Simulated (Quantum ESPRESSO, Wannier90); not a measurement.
## Tight-binding from DFT: ZrO2 (anatase)

```
begin unit_cell_cart
ang
    0.0000000000   -4.0152000000    0.0000000000
    4.0152000000    0.0000000000    0.0000000000
   -2.0076000000    2.0076000000    5.3458850000
end unit_cell_cart
begin atoms_frac
Zr   0.0000000000  0.0000000000  0.0000000000
Zr  -0.2500000000  0.2500000000  0.5000000000
O   -0.2016100000 -0.2016100000 -0.4032200000
O   -0.4516100000  0.0483900000  0.0967800000
O   -0.0483900000  0.4516100000 -0.0967800000
O    0.2016100000  0.2016100000  0.4032200000
end atoms_frac
```

Materials Project entry mp-754403; symmetrised, unrelaxed at this level. Not found in the COD (Crystallography Open Database) copy used, which has the formula in other groups; not checked further. Method: PBEsol plane waves in Quantum ESPRESSO 7.5 (PseudoDojo norm-conserving files, 68 Ry, no spin polarisation, no spin-orbit coupling), Bloch states on a 6×6×6 mesh through Γ, Wannier90 4.0.1. Density: 8×8×8 mesh, cold smearing 0.01 Ry.

Bands 9-24 form an isolated set from -16.44 to 0.00 eV relative to the valence-band maximum (on the path) and are turned into 16 Wannier functions by minimising the spread from the start: SCDM (isolated).

Q: Where do the functions sit, how wide are they and what are they made of?

A: 
| functions | spread (Å²) | nearest atom, distance (Å) | second atom, distance (Å) | weight on atomic waves |
|---|---|---|---|---|
| 4 | 1.12 | O 0.16 | Zr 2.09 | O 2p 79 %, Zr 4d 15 %, O 2s 4 % |
| 8 | 0.91 | O 0.45 | Zr 1.64 | O 2p 52 %, O 2s 29 %, Zr 4d 12 % |
| 4 | 0.99 | O 0.41 | Zr 1.75 | O 2p 61 %, O 2s 19 %, Zr 4d 14 % |

Ω_I = 13.85 Å², Ω_total = 15.68 Å²; the interpolated bands follow pw.x to 0.6 meV rms on the path. It is the lowest total spread that any start reached here.
